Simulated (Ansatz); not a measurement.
Data:

A bilayer cut from bulk WSe2 (2H-MoS2 type, space group P6_3/mmc), in the bulk's stacking and in-plane cell, with 15 Å of vacuum. The upper layer (atoms 4 to 6) slides over the lower.

```xyz
6
Lattice="3.2304 0.0000 0.0000 1.6152 2.7976 0.0000 0.0000 0.0000 24.5676" Properties=species:S:1:pos:R:3 pbc="T T T"
Se     1.6152     0.9325     7.4909
W      3.2304     1.8651     9.1735
Se     1.6152     0.9325    10.8567
Se     3.2304     1.8651    13.7109
W      1.6152     0.9325    15.3940
Se     3.2304     1.8651    17.0766
```

In-plane vectors a = (3.230, 0.000) Å, b = (1.615, 2.798) Å, area 9.04 Å². The shift is s times the vector a (length 3.230 Å), so s = 1 restores the start. Atoms relax along the normal only. γ = [E(shift) − E(0)] / area.

These are PBEsol-D3(BJ) (plane waves to 420 eV, PAW, scalar-relativistic; Ansatz, a quantum-chemistry and plane-wave program) values and carry that method's errors. k mesh 12×12×1 (Γ-centred), Fermi-Dirac smearing 0.05 eV. Energies are extrapolated to zero smearing. Spin-orbit coupling is left out, though W is heavy. The PAW data are Ansatz's earlier set. WSe2 is run without spin polarisation. WSe2 was relaxed with its symmetry unable to fall. The zero of γ is zero shift.

The scan covers s from 0.000 to 0.917 in 12 points.

Q: Does γ have a local minimum between the ends of the line, and at which s?

A: No computed point is one.

Q: At which s is γ highest?

A: s = 0.500.

Q: By how much does the gap between the layers widen from the lowest to the highest stacking on this line?

A: 0.4 Å.

Q: What is the highest γ among twelve even steps of s?

A: 219 mJ/m².

Q: Which atoms are eclipsed at s = 0.500?

A: No atom directly above another.

(The slope of γ gives the shear force per area between the displaced halves; near zero shift its curvature is an elastic stiffness.)
